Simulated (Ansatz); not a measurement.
CsPbCl3:
```yaml
crystal:
  lattice:
    - [5.67138, 0.00000, 0.00000]
    - [0.00000, 5.67138, 0.00000]
    - [0.00000, 0.00000, 5.67138]
  atoms:
    - { symbol: Cs, position: [0.00000, 0.00000, 0.00000] }
    - { symbol: Pb, position: [0.50000, 0.50000, 0.50000] }
    - { symbol: Cl, position: [0.00000, 0.50000, 0.50000] }
    - { symbol: Cl, position: [0.50000, 0.50000, 0.00000] }
    - { symbol: Cl, position: [0.50000, 0.00000, 0.50000] }
```

Relaxed with r²SCAN in the plane-wave PAW code Ansatz. Indices refer to the conventional cell of Pm-3m, a = b = c = 5.6714 Å, α = β = γ = 90.00°.

**Question.** Simulate the powder diffraction pattern (Cu Kα, λ = 1.54184 Å; lines above 1 %) up to 2θ = 90°.

**Answer.** Simulated powder pattern, Cu Kα, λ = 1.54184 Å (kinematic, ideal powder, no thermal factors, no anomalous dispersion; the 30 strongest lines at most, above 1 %, up to 2θ = 90°):

```csv
2θ (°),d (Å),I/Imax (%),hkl
15.62,5.671,15,(100)
22.17,4.010,100,(110)
31.55,2.836,47,(200)
35.39,2.536,8.6,(210)
38.90,2.315,49,(211)
45.22,2.005,34,(220)
48.13,1.890,4.6,(221)+(300)
50.92,1.793,23,(310)
56.18,1.637,12,(222)
58.70,1.573,2.1,(320)
61.14,1.516,27,(321)
65.88,1.418,5.4,(400)
68.18,1.376,2.7,(410)+(322)
70.44,1.337,13,(411)+(330)
74.88,1.268,15,(420)
77.06,1.238,2.0,(421)
79.22,1.209,6.6,(332)
83.51,1.158,12,(422)
87.75,1.112,16,(431)+(510)
```

This is a known high-temperature phase of the composition, computed here at zero pressure and temperature. Symmetry was held in the r²SCAN relaxation; its stability against distortions is not shown here. Scalar-relativistic: spin–orbit coupling is off unless named, which matters more the heavier the elements.

Potentials: the later of the program's two PAW sets.
